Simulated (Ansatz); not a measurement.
Relaxed Hf (hcp, Mg type):

```
CELL_PARAMETERS angstrom
      6.39583     0.00000     0.00000
     -1.59896     2.76947     0.00000
      0.00000     0.00000     5.04735
ATOMIC_POSITIONS crystal
  Hf 0.16667 0.66667 0.75000
  Hf 0.66667 0.66667 0.75000
  Hf 0.33333 0.33333 0.25000
  Hf 0.83333 0.33333 0.25000
```

The atoms are displaced by Q × the pattern below (from a DFPT mode at M = (0.5, 0.0, 0.0), largest move 1; Q in Å), at fixed cell. (q is in reciprocal vectors of the primitive cell; the cell shown is doubled to hold the pattern.)

```json
[
 {"atom": "Hf1", "x": "-0.866", "y": "-0.500", "z": "0.000"},
 {"atom": "Hf2", "x": "0.866", "y": "0.500", "z": "0.000"},
 {"atom": "Hf3", "x": "-0.866", "y": "-0.500", "z": "0.000"},
 {"atom": "Hf4", "x": "0.866", "y": "0.500", "z": "0.000"}
]
```

Calculation: r2SCAN (plane waves to 500 eV, PAW, scalar-relativistic; Ansatz, a first-principles code). k mesh 17×17×9 (Γ-centred), Fermi-Dirac smearing 0.05 eV. With partly filled bands, energies and forces of such displacements shift with the k mesh and the smearing. Hf is run without spin polarisation. Hf was relaxed with its symmetry unable to fall. Spin-orbit coupling is left out, though Hf is heavy. 

```
Q (Å)   −dE/dQ from forces (eV/Å)
------  -------------------------
-0.180                      8.448
-0.150                      6.932
-0.120                      5.554
-0.090                      4.297
-0.060                      3.011
-0.030                      1.554
0.000                       0.000
0.030                      -1.554
0.060                      -3.011
0.090                      -4.297
0.120                      -5.554
0.150                      -6.932
0.180                      -8.448
```

What harmonic wavenumber does the curvature at Q = 0 give?

141 cm⁻¹. E″ = 52.36 eV/Å², M = Σ mᵢ|uᵢ|² = 714.0 u, ν̃ = 521.5·√(|E″|/M).

(A displaced cell: forces are minus the slopes of the energy, force constants its curvatures, and phonons follow from these.)
